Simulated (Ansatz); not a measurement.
Space group P4_2/mnm (No. 136). a = 4.597 Å, b = 4.597 Å, c = 2.954 Å, α = 90.00°, β = 90.00°, γ = 90.00°
```json
{"atom": "Ti", "site": "2b", "symmetry": "m.mm", "x": "0.5000", "y": "0.5000", "z": "0.0000"}
{"atom": "O", "site": "4g", "symmetry": "m.2m", "x": "0.6954", "y": "0.6954", "z": "0.5000"}
```

Equation of state of this TiO₂ structure (not necessarily the ground state), with shape and atoms relaxed at each volume where symmetry leaves them free. Method: Ansatz 0.2.0, DFT r2SCAN, scalar-relativistic, plane waves, PAW.

Plane waves to 500 eV, a k mesh through Γ of 6×6×6 on the computed 12-atom cell and Gaussian smearing (0.02 eV); no spin polarisation.

| V (Å³/atom) | E − E(largest V) (meV/atom) | P (GPa) | gap on mesh (eV) |
| --- | --- | --- | --- |
| 9.154 | 77.66 | 39.93 | 2.45 |
| 9.466 | 12.52 | 27.30 | 2.37 |
| 9.778 | -29.95 | 16.60 | 2.31 |
| 10.090 | -53.24 | 7.57 | 2.26 |
| 10.402 | -60.39 | 0.00 | 2.22 |
| 10.714 | -54.07 | -6.27 | 2.20 |
| 11.026 | -36.68 | -11.39 | 2.20 |
| 11.442 | 0.00 | -16.57 | 2.24 |

**Question.** Fit a third-order Birch–Murnaghan equation to E(V).

**Answer.** V0 = 10.40 Å³/atom, B0 = 227 GPa, B0' = 5.1.

The gaps are read on the mesh, which can miss the band edges, so they can be too wide.

Cost: 8 runs of about 22 core-minutes in all, on Arm Neoverse V1 (shared hosts).